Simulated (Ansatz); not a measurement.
## Computed properties of Y5S7

Y$_{5}$S$_{7}$:
```xyz
12
Lattice="6.4271 1.9050 0.0000 -6.4271 1.9050 0.0000 -2.9336 0.0000 11.2281" Properties=species:S:1:pos:R:3 pbc="T T T"
Y      3.2937     1.9050     6.4976
Y     -6.2274     1.9050     4.7305
Y      0.1831     1.9050     9.1222
Y     -3.1168     1.9050     2.1060
Y      0.0000     0.0000     0.0000
S      2.0578     1.9050     3.9655
S     -4.9914     1.9050     7.2626
S     -8.1927     1.9050     8.8165
S      5.2591     1.9050     2.4116
S     -4.8239     1.9050    10.6493
S      1.8902     1.9050     0.5788
S     -1.4668     1.9050     5.6141
```

Space group C2/m (No. 12); conventional cell a = 12.8542 Å, b = 3.8100 Å, c = 11.6050 Å, α = γ = 90.00°, β = 104.64°.

Method: DFT-r²SCAN in the program Ansatz with PAW potentials. Geometry: relaxed at this level of theory. Other levels are named where they apply.

Cell and energy:

| Quantity | Result |
|---|---|
| Volume per atom | 22.91 Å³ |
| Density | 4.04 g/cm³ |
| Formation energy from the elements (no fitted shifts) | -2.41 eV/atom |

Electronic structure:

| Item | Result |
|---|---|
| Electronic character | metallic (no gap) |
| Density of states at the Fermi level | 0.12 states/eV per atom (mean over ±0.08 eV) |

The workflow started from a Materials Project entry (that database holds measured and hypothetical structures alike); the Crystallography Open Database copy checked does not list it. Its standing as an ambient phase is unchecked. The cell was relaxed with r²SCAN under the symmetry of its start; whether a distortion lowers the energy is not shown. No spin polarisation was allowed. With an odd number of electrons in the cell and no spin polarisation, the count alone makes it a metal. The references are the lowest solids computed at this level, not always the standard phases. Scalar-relativistic: spin–orbit coupling is off unless named, which matters more the heavier the elements.

Potentials: the earlier of the program's two PAW sets.
